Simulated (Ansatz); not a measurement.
Here is the system:

Ti₂InC:
```cif
data_C2In2Ti4
_chemical_formula_sum 'Ti4 In2 C2'
_space_group_name_H-M_alt 'P 1'
_space_group_IT_number 1
_cell_length_a 3.10773
_cell_length_b 3.10773
_cell_length_c 14.02857
_cell_angle_alpha 90.000
_cell_angle_beta 90.000
_cell_angle_gamma 120.000
loop_
_space_group_symop_operation_xyz
  'x, y, z'
loop_
_atom_site_label
_atom_site_type_symbol
_atom_site_fract_x
_atom_site_fract_y
_atom_site_fract_z
_atom_site_occupancy
Ti1 Ti 0.66667 0.33333 0.57869 1
Ti2 Ti 0.33333 0.66667 0.42131 1
Ti3 Ti 0.33333 0.66667 0.07869 1
Ti4 Ti 0.66667 0.33333 0.92131 1
In1 In 0.66667 0.33333 0.25000 1
In2 In 0.33333 0.66667 0.75000 1
C1 C 0.00000 0.00000 0.50000 1
C2 C 0.00000 0.00000 0.00000 1
```

This is the PBEsol-relaxed structure.

### Question
All from plane-wave PAW PBEsol (Ansatz code), unless another level is named. Give the formation energy from the elements (no fitted shifts).

### Answer
-751 meV/atom.

### Question
Give the density of states at the Fermi level.

### Answer
0.29 states/eV per atom (mean over ±0.08 eV).

### Question
Predict the gap with spin–orbit coupling.

### Answer
none (metallic).

Space group P6_3/mmc. The workflow started from a Materials Project entry (that database holds measured and hypothetical structures alike); the Crystallography Open Database copy checked does not list it. Its standing as an ambient phase is unchecked. The PBEsol relaxation kept the symmetry of its start; whether a distortion lowers the energy is not shown. The run is not spin-polarised. The references are the lowest solids computed at this level, not always the standard phases. Spin–orbit coupling is left out wherever it is not named.

Potentials: the later of the program's two PAW sets.
